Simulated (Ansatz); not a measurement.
## Elastic constants of Si2Ni (Fm-3m), step by step

```xyz
3
Lattice="0.0000 2.6945 2.6945 2.6945 0.0000 2.6945 2.6945 2.6945 0.0000" Properties=species:S:1:pos:R:3 pbc="T T T"
Si    1.3472    1.3472    1.3472
Si    4.0417    4.0417    4.0417
Ni    0.0000    0.0000    0.0000
```

Unless marked otherwise, the numbers come from PBEsol, all-electron LAPW in Ansatz 0.2.0, scalar-relativistic. k mesh 12×12×12, Fermi-Dirac smearing of 0.080 eV, basis error target 0.5 meV/atom. The cell was relaxed by PAW under this functional.

The cell is cubic and carries a residual pressure of -0.02 GPa at this level. Each strain component that symmetry leaves independent is applied at ±0.008, the ions relax wherever a strain frees them, and the stress (tension positive, GPa) is read. Shears are engineering strains, γ = 2ε.

| strain | size | σxx | σyy | σzz | σyz | σxz | σxy |
| --- | --- | --- | --- | --- | --- | --- | --- |
| xx | -0.008 | -1.6129 | -1.1191 | -1.1191 | 0.0000 | 0.0000 | 0.0000 |
| xx | +0.008 | 1.5776 | 1.1014 | 1.1014 | 0.0000 | 0.0000 | 0.0000 |
| yz | -0.008 | 0.0134 | 0.0028 | 0.0028 | -0.6080 | 0.0000 | 0.0000 |
| yz | +0.008 | 0.0134 | 0.0028 | 0.0028 | 0.6080 | 0.0000 | 0.0000 |

A central difference gives one constant, for example C11 ≈ (1.5776 − (-1.6129))/(0.016) = 199.4 GPa; the program then imposes the crystal's symmetry on the whole matrix.

What are the independent elastic constants?

C11 = 199.4, C12 = 138.8, C44 = 76.0 GPa.

Do they meet the Born conditions?

C11 − C12 = 60.6, C11 + 2C12 = 477.0 and C44 = 76.0 GPa must all be positive, so the crystal is elastically stable; that says nothing yet of its phonons.

What moduli does a random aggregate of grains have?

B = (C11 + 2C12)/3 = 159.0 GPa. G_V = (C11 − C12 + 3C44)/5 = 57.7 and G_R = 5(C11 − C12)C44/(4C44 + 3(C11 − C12)) = 47.4, so G_H = 52.6 GPa. Then E = 9BG/(3B + G) = 142.1 GPa, ν = (3B − 2G)/(6B + 2G) = 0.351 and B/G = 3.02, on the ductile side of Pugh's 1.75 (a rule of thumb).

With the density of 4.875 g/cm³, how fast does sound travel, and what Debye temperature follows?

```
direction  slow (m/s)  middle (m/s)  fast (m/s)
    [100]        3949          3949        6396
    [110]        2494          3949        7091
    [111]        3057          3057        7308
```

The mean of v⁻³ over directions and branches gives v_m = 3648 m/s and θ_D = (ħ/k_B) v_m (6π²n)^(1/3) = 461 K, n being atoms per volume. Young's modulus spans 86 to 197 GPa over directions, and the universal anisotropy index is 1.09.

How far do the constants move if PAW replaces LAPW in the same cell?

```tsv
constant	LAPW (GPa)	PAW (GPa)	difference
C11	199.4	199.6	0.2
C12	138.8	139.2	0.4
C44	76.0	76.1	0.1
```

How do the constants change if the ions are clamped to the homogeneous strain?

Clamped values, with the change against relaxed ions: C11 = 199.4 (+0.0), C12 = 138.8 (+0.0), C44 = 116.8 (+40.8) GPa.

Keep in mind: responses of metals move with mesh and smearing; the frozen-core PAW files of the compared runs were fitted under PBE, their cores solved anew for this functional.
